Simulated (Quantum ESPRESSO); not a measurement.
# Kohn-Sham bands of BaO (NiAs type)

```xyz
4
Lattice="3.8186 0.0000 0.0000 -1.9093 3.3070 0.0000 0.0000 0.0000 6.6542" Properties=species:S:1:pos:R:3 pbc="T T T"
Ba     1.9093    -1.1023     1.6636
Ba    -1.9093     1.1023    -1.6636
O      0.0000     0.0000     3.3271
O      0.0000     0.0000     0.0000
```

Materials Project entry mp-1008500; symmetrised, unrelaxed at this level. Not found in the COD (Crystallography Open Database) copy used, which has the formula in other groups; not checked further. Method: PBEsol plane waves in Quantum ESPRESSO 7.5 (PseudoDojo norm-conserving files, 68 Ry, no spin polarisation, no spin-orbit coupling), Bloch states on a 6×6×4 mesh through Γ, Wannier90 4.0.1. Density: 12×12×6 mesh, cold smearing 0.01 Ry. Spin-orbit coupling is left out although heavy elements are present.

Energies are relative to the valence-band maximum; weights are on the orthonormalised atomic waves of the pseudopotential files, averaged over the group. 32 electrons a cell are treated as valence.

Into which isolated groups do the bands fall, where do they lie and what are they made of?


```json
[
 {"bands": "1–2", "from (eV)": "-25.83", "to (eV)": "-25.48", "filling": "filled", "weight on atomic waves": "Ba 5s 95 %"},
 {"bands": "3–4", "from (eV)": "-15.66", "to (eV)": "-14.93", "filling": "filled", "weight on atomic waves": "O 2s 84 %, Ba 5p 9 %, Ba 6s 6 %"},
 {"bands": "5–10", "from (eV)": "-11.72", "to (eV)": "-10.24", "filling": "filled", "weight on atomic waves": "Ba 5p 94 %"},
 {"bands": "11–16", "from (eV)": "-2.10", "to (eV)": "0.00", "filling": "filled", "weight on atomic waves": "O 2p 88 %"}
]
```

The Kohn-Sham gap over both meshes and the path is 2.44 eV.
